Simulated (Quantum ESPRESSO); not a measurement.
Kohn-Sham bands of GeO2 (rutile)

```xyz
6
Lattice="4.4124 0.0000 0.0000 0.0000 4.4124 0.0000 0.0000 0.0000 2.8765" Properties=species:S:1:pos:R:3 pbc="T T T"
Ge     2.2062     2.2062     1.4383
Ge     0.0000     0.0000     0.0000
O     -1.3492    -1.3492     0.0000
O      1.3492     1.3492     0.0000
O     -0.8570     0.8570     1.4383
O      0.8570    -0.8570     1.4383
```

Materials Project entry mp-470; symmetrised, unrelaxed at this level. COD (Crystallography Open Database) has the formula in 3 space groups, this one among them (matched by group alone). Level: PBEsol, no spin polarisation, no spin-orbit coupling; pw.x of Quantum ESPRESSO at 68 Ry with PseudoDojo potentials, 6×6×10 k-points, Wannier90. Density: 8×8×10 mesh, Gaussian smearing 0.01 Ry. Spin-orbit coupling, left out, would split the p-like bands by a few tenths of an eV.

Energies are relative to the valence-band maximum; weights are on the orthonormalised atomic waves of the pseudopotential files, averaged over the group. 52 electrons a cell are treated as valence.

```csv
bands,from (eV),to (eV),filling,weight on atomic waves
1–10,-24.69,-24.20,filled,?
11–14,-21.03,-16.84,filled,?
15–26,-10.41,0.00,filled,?
```

Q: Which atomic shells make up each group?

A: 
- 1–10, weight on atomic waves: Ge 3d 98 %
- 11–14, weight on atomic waves: O 2s 72 %, Ge 4p 17 %, Ge 4s 6 %
- 15–26, weight on atomic waves: O 2p 83 %, Ge 4p 8 %, Ge 4s 5 %

The Kohn-Sham gap over both meshes and the path is 1.68 eV.
